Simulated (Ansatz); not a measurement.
AlOs:
```
AlOs
1.0
    2.99267     0.00000     0.00000
    0.00000     2.99267     0.00000
    0.00000     0.00000     2.99267
Al Os
1 1
Cartesian
  0.00000   0.00000   0.00000
  1.49634   1.49634   1.49634
```

Relaxed with PBEsol. Special points in fractions of this cell's reciprocal vectors: Γ (0.000, 0.000, 0.000); X (0.000, 0.500, 0.000); M (0.500, 0.500, 0.000); R (0.500, 0.500, 0.500).

List the band energies nearest the Fermi level at these points for the program Ansatz at the PBEsol level (PAW).

In eV from the Fermi level; about four levels below and three above (degenerate sets whole), none deeper than 8.9 eV; … stands for higher levels left out; points with the same levels are listed once.

```csv
k,below,above
Γ,-4.20 -4.20,0.44 0.44 0.44
X,-5.90 -3.30 -1.83 -1.83,0.78 2.64 6.92
M,-1.84 -1.84 -1.30 -1.30,2.22 4.49 …
R,-5.26 -5.26 -5.26,2.22 2.35 2.35
```

Space group Pm-3m (CsCl type). The first step of the workflow began from a Materials Project structure, measured or hypothetical; the Crystallography Open Database copy checked does not list it. With Al and Os taken as one species the cell has the higher symmetry Im-3m, so it may be an ordered model of a mixed-site phase. Whether it is the stable phase at ambient conditions was not checked. Symmetry was held in the PBEsol relaxation; of distortions, only those at the zone centre were tested. No spin polarisation was allowed. Scalar-relativistic: spin–orbit coupling is off unless named, which matters more the heavier the elements.

Potentials: the later of the program's two PAW sets.
